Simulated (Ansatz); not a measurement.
Computed with DFT PBE, scalar-relativistic, plane waves, PAW in Ansatz 0.2.0. Cutoff 420 eV, Γ-centred meshes of about 0.25 Å⁻¹ or finer for metals and 0.3 Å⁻¹ for insulators (2π included), Gaussian smearing. No spin polarisation.

All energies are static (0 K, no zero-point motion).

Two forms of Nb₃Si₂O were relaxed alike.

A.

```cif
data_structure
_symmetry_space_group_name_H-M 'P4/mbm'
_symmetry_Int_Tables_number 127
_cell_length_a 6.4517
_cell_length_b 6.4517
_cell_length_c 4.1475
_cell_angle_alpha 90.000
_cell_angle_beta 90.000
_cell_angle_gamma 90.000
_cell_volume 172.64
loop_
_atom_site_label
_atom_site_type_symbol
_atom_site_symmetry_multiplicity
_atom_site_Wyckoff_symbol
_atom_site_fract_x
_atom_site_fract_y
_atom_site_fract_z
_atom_site_occupancy
Nb1 Nb 2 a 0.50000 0.50000 0.00000 1
Nb2 Nb 4 h 0.81834 0.31834 0.50000 1
Si1 Si 4 g 0.12782 0.37218 0.00000 1
O1 O 2 b 0.50000 0.50000 0.50000 1
```

B.

```cif
data_structure
_symmetry_space_group_name_H-M 'P6_3/mmc'
_symmetry_Int_Tables_number 194
_cell_length_a 2.8793
_cell_length_b 2.8793
_cell_length_c 23.9357
_cell_angle_alpha 90.000
_cell_angle_beta 90.000
_cell_angle_gamma 120.000
_cell_volume 171.85
loop_
_atom_site_label
_atom_site_type_symbol
_atom_site_symmetry_multiplicity
_atom_site_Wyckoff_symbol
_atom_site_fract_x
_atom_site_fract_y
_atom_site_fract_z
_atom_site_occupancy
Nb1 Nb 4 f 0.66667 0.33333 0.68475 1
Nb2 Nb 2 a 0.00000 0.00000 0.50000 1
Si1 Si 4 f 0.33333 0.66667 0.59281 1
O1 O 2 b 0.00000 0.00000 0.75000 1
```

Task: Which form is favoured at zero pressure, and by what margin per atom?

Result: A is lower, by 69 meV/atom. A has space group P4/mbm (No. 127), 14.4 Å³/atom and no gap on its mesh; B has space group P6_3/mmc (No. 194), 14.3 Å³/atom and no gap. Counting Nb or Si atoms around O (for each partner element, those within 1.25 times its shortest distance or 1.15 times the sum of covalent radii, where it is the nearest in units of that sum or under 1.3; a plus sign parts groups by distance over the sum of covalent radii), A has O 2+4 and B has O 6. A holds Si–Si pairs (shortest 2.33 Å); in B the shortest Si–Si distance is 2.88 Å. Both come from trial cells of a structure search, whose lowest cell (Pmc2_1, 14.8 Å³/atom) lies 178 meV/atom below the lower of the two.

A magnetic state wasn't ruled out in cells without spin, among them P4/mbm. With atoms moved at random, A (by 178 meV/atom) fell into a lower structure. B had no clear such test and can be a saddle point. Some structure types and database cells were kept out of the candidates from the start, so a known form may be missing.
